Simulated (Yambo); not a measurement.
A free-standing Bi2Se3 monolayer (symmetry P-3m1, slab cell 23.1 Å high), G0W0@PBEsol in Yambo with this input:

```
rim_cut
gw0
dyson
el_el_corr
HF_and_locXC
ppa
em1d
rim_w
RandQpts= 1000000
RandGvec= 2 Ry
CUTGeo= "slab z"
EXXRLvcs= 86 Ry
VXCRLvcs= 344 Ry
Chimod= "HARTREE"
% BndsRnXp
 16 | 150 |
%
NGsBlkXp= 5 Ry
% LongDrXp
 1.0 | 1.0 | 0.0 |
%
RandGvecW= 828 mRy
PPAPntXp= 27.2114 eV
% GbndRnge
 1 | 150 |
%
GTermKind= "BG"
DysSolver= "n"
ExtendOut
```

On a 6×6×1 mesh, with wavefunctions cut at 86 Ry, the gap ((0, 0.167) → Γ) is 1.712 eV and the valence edge shifts by -0.730 eV.

Q: What happens with this change: no stochastic integration of W?

A: The gap rises by 1.180 eV, to 2.892 eV; the shift of the valence edge becomes -1.370 eV. Without the stochastic integration, the mesh misses the sharp change of W near q = 0 in a layer: the 1.18 eV of that row are a sampling artefact. Neither run is shown to be the converged limit. The mesh misses a band edge: along a dense path the PBEsol gap is 0.82 eV against 0.89 eV on the mesh.

The standard potentials for Bi, Se keep a d shell in the valence without the s and p states of that shell. In tests on such compounds this moved G0W0 gaps by up to about 0.9 eV, so absolute quasiparticle energies here are unreliable; differences between settings are what counts.

Spin-orbit coupling is not included.

Geometry relaxed with PBEsol; primitive cell a = b = 4.111 Å, c = 23.100 Å, α = β = 90.00°, γ = 120.00°.

This is a model layer cut from the bulk structure; whether it is stable on its own was not checked.

A shift is the quasiparticle energy of the state minus its PBEsol energy.
